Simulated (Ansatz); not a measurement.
Crystals of one structure type (zinc blende), relaxed and computed with HSE06 (plane waves, PAW; program Ansatz).

```json
[
 {"crystal": "BAs", "a (Å)": "4.772", "gap (eV)": "1.82", "B₀ by P(V) fit (GPa)": "146"},
 {"crystal": "GaAs", "a (Å)": "5.682", "gap (eV)": "1.29", "B₀ by P(V) fit (GPa)": "72.4"},
 {"crystal": "InP", "a (Å)": "5.902", "gap (eV)": "1.38", "B₀ by P(V) fit (GPa)": "69.4"},
 {"crystal": "InAs", "a (Å)": "[?]", "gap (eV)": "[?]", "B₀ by P(V) fit (GPa)": "[?]"}
]
```

**Question.** Fill in the missing entries.

**Answer.** 
- InAs, a (Å): 6.108
- InAs, gap (eV): 0.36
- InAs, B₀ by P(V) fit (GPa): 58.3

All cells were relaxed under the symmetry of their starts (and spin orders); stability against distortions was not tested throughout. Spin–orbit coupling is left out wherever it is not named.

Potentials: the later of the program's two PAW sets.
